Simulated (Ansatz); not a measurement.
ZnO:
```
ZnO
1.0
    2.97911     0.00000     0.00000
   -1.48955     2.57998     0.00000
    0.00000     0.00000     5.14059
Zn O
2 2
Cartesian
  0.00000   0.00000   0.00000
  0.00000   0.00000   2.57029
  0.00000   1.71999   1.28515
  1.48955   0.85999   3.85544
```

Relaxed with HSE06.

Task: Give the Bader charges and basin volumes of the independent atoms, plane-wave PAW HSE06 (Ansatz code).

Result: 

```
atom  Bader charge (e)  Bader volume (Å³)
----  ----------------  -----------------
Zn1              +1.33                8.4
O3               -1.33               11.3
```

Space group P6_3/mmc (NiAs type). The cell is a constructed one: a structure type filled with these elements; the Crystallography Open Database copy checked does not list it. It is not the phase usual at ambient conditions (space group No. 186). Symmetry was held in the HSE06 relaxation; its stability against distortions is not shown here.

Potentials: the later of the program's two PAW sets.
